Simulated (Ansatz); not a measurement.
## Calculated 67Zn NMR of the central transition for Li₁₀ZnP₄S₁₆

Cell: a Materials Project structure (computed, not necessarily an observed phase), taken as it stands.

```xyz
31
Lattice="6.5002 0.0000 0.0000 0.1499 9.9990 0.0000 0.0394 2.5612 9.7830" Properties=species:S:1:pos:R:3 pbc="T T T"
Li    2.0046    1.3961    1.3014
Li    4.4118    5.9453    8.7233
Li    4.6938    9.7785    3.6515
Li    6.3996    7.1368    1.2649
Li    4.4309    2.7276    6.1824
Li    2.2248   10.9115    8.7038
Li    2.1466    4.7993    3.5980
Li    0.9287    4.3346    7.3239
Li    5.5513    9.4081    7.5515
Li    5.5642    3.2044    2.4192
Zn    2.0766    7.8515    5.9787
P     5.2589    6.3005    4.8353
P     5.4551    9.9975    0.0288
P     1.2292    7.3972    9.7002
P     1.3082   11.2845    4.9862
S     0.8551    9.4820    0.6062
S     0.7799    5.9425    5.3770
S     5.2379    3.7832    8.1494
S     4.9851    7.4539    3.2265
S     4.3387    7.1740    6.5113
S     4.4132    1.0457    1.5795
S     2.0477    5.5940    9.1817
S     2.2719    9.5532    4.3731
S     1.3328    8.7253    8.0272
S     1.2666    2.5296    3.3416
S     5.7091    4.7488    0.4386
S     5.8674   10.8120    5.4835
S     2.1968    5.8270    1.3526
S     2.0794    2.1976    6.5825
S     4.5477   10.7707    9.4879
S     4.4574    4.4502    4.4551
```

Atom numbers follow the list; atoms alike are taken as one site, whose name carries the number of the first.

Method: Kohn–Sham DFT in Ansatz, PBE, plane waves and PAW, scalar-relativistic, 420 eV cutoff, Γ-centred 5×3×3 k-points, Fermi–Dirac smearing 0.02 eV.

67Zn has I = 5/2 and Q = 122.0 mb (Pyykkö 2018); at 11.7 T its Larmor frequency is ν₀ = 31.2 MHz. Only the quadrupole interaction is simulated: positions count from each site's isotropic chemical shift, and shift anisotropy, dipolar and J coupling are left out.

Problem. Simulate the second-order pattern (static powder, Gaussian broadening 2 kHz) of site Zn (4 S at 2.35–2.42 Å).

Solution. The calculation gives C_Q = -5.78 MHz and η = 0.95, so ν_Q = 0.867 MHz and the centre of gravity lies at -267 ppm (-8.33 kHz).

```
offset (kHz)  height
      -45.50       0
      -43.23       2
      -40.97      17
      -38.71      24
      -36.44      25
      -34.18      26
      -31.91      27
      -29.65      28
      -27.39      29
      -25.12      30
      -22.86      32
      -20.60      34
      -18.33      35
      -16.07      38
      -13.80      41
      -11.54      44
       -9.28      48
       -7.01      54
       -4.75      63
       -2.48      82
       -0.22     100
        2.04      91
        4.31      64
        6.57      35
        8.84      28
       11.10      26
       13.36      24
       15.63      23
       17.89      21
       20.16      15
       22.42       1
       24.68       0
```

The run took 4.9 min of wall time (4.9 min of CPU time) and 1.5 GiB at its peak, on 1 thread of Arm Neoverse V2 (aarch64; 8 cores open to the job, memory cap 2.5 GiB, no GPU), a shared host with a load of 1.3 a core.
